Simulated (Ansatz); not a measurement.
Here is the system:

Sn:
```yaml
crystal:
  lattice:
    - [3.20789, 0.00000, 0.00000]
    - [-1.60394, 2.77811, 0.00000]
    - [0.00000, 0.00000, 3.01594]
  atoms:
    - { symbol: Sn, position: [0.00000, 0.00000, 0.00000] }
```

This is the PBEsol-relaxed structure. Tensor components refer to the Cartesian frame of this cell.

**Question.** All from plane-wave PAW PBEsol (Ansatz code), unless another level is named. Predict the Poisson's ratio.

**Answer.** 0.31.

**Question.** Give the elastic constants (relaxed ions, GPa).

**Answer.** C11 = 95.3, C12 = 65.1, C13 = 7.7, C33 = 145, C44 = 20.9.

Space group P6/mmm (simple hexagonal). The start of the workflow was typed in or built on a structure type; neither database checked (COD, Materials Project) lists it. It is not the phase usual at ambient conditions (space group No. 141). The cell was relaxed with PBEsol under the symmetry of its start; whether a distortion lowers the energy is not shown. As this level gives no gap, shear constants depend on the k-mesh and smearing (Fermi–Dirac, 0.1 eV here). Spin–orbit coupling is left out wherever it is not named.

Potentials: the earlier of the program's two PAW sets. The files were generated under PBE; for other functionals the program regenerates the frozen cores, and for LDA and PBEsol the local potential too.
